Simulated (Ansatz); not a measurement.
The calculation used DFT PBE, scalar-relativistic, plane waves, PAW, and for the lanthanide a 4f-in-core norm-conserving potential, in Ansatz 0.2.0. Settings: cutoff 630 eV, Γ-centred meshes spaced at most about 0.3 Å⁻¹, and about 0.25 Å⁻¹ or finer for metals (2π included), Gaussian smearing. No spin polarisation in the final relaxations.

All energies are static (0 K, no zero-point motion).

Compare these two cells of Dy₃O₂, each relaxed at this level.

A.

```
Dy O
1.0
     5.43320    0.00000    0.00000
     0.00000    5.43320    0.00000
     0.00000    0.00000    3.63485
Dy O
3 2
Direct
  0.50000 0.50000 0.50000
  0.00000 0.50000 0.50000
  0.50000 0.00000 0.50000
  0.00000 0.00000 0.00000
  0.00000 0.00000 0.50000
```

B.

```
Dy O
1.0
     5.79724    0.00000    0.00000
    -2.89862    5.02055    0.00000
     0.00000    0.00000    3.82946
Dy O
3 2
Direct
  0.50000 0.00000 0.00000
  0.00000 0.50000 0.00000
  0.50000 0.50000 0.00000
  0.00000 0.00000 0.80738
  0.00000 0.00000 0.19262
```

Question: Which form is favoured at zero pressure, and by what margin per atom?

Answer: B is lower, by 173 meV/atom. A has space group P4/mmm (No. 123), 21.5 Å³/atom and no gap on its mesh; B has space group P6/mmm (No. 191), 22.3 Å³/atom and no gap. Counting O atoms around Dy (those within 1.25 times the shortest such distance or 1.15 times the sum of covalent radii, 1.27 where that leaves under three; a plus sign parts nearer from farther groups; the shortest distance is added where it exceeds 1.18 times the sum of covalent radii; a slash parts the counts of unlike sites), A has Dy 2+4/4+8 from 3.8 Å and B has Dy 4. B holds O–O pairs (shortest 1.48 Å, as in peroxide); in A the shortest O–O distance is 1.82 Å. The lower one is the more open, so pressure narrows the difference. Even the lower one lies +0.23 eV/atom against the reference forms of the elements (uncorrected), so neither is stable at this level. Both come from invented guesses. A third cell relaxed alike, in P6_3/mmc, lies 2.38 eV/atom below the lower of the two.

In P4/mmm, P6/mmm an odd number of valence electrons (the lanthanide is held trivalent, its 4f shell in the core) allows no gap without spin; another valence of the lanthanide, a larger cell or a magnetic state could open one. A magnetic state wasn't ruled out in cells without spin, among them P4/mmm, P6/mmm. Cells relaxed within their symmetry can be saddle points.

The lanthanide is trivalent by construction, without f bands, f moments or other valences.
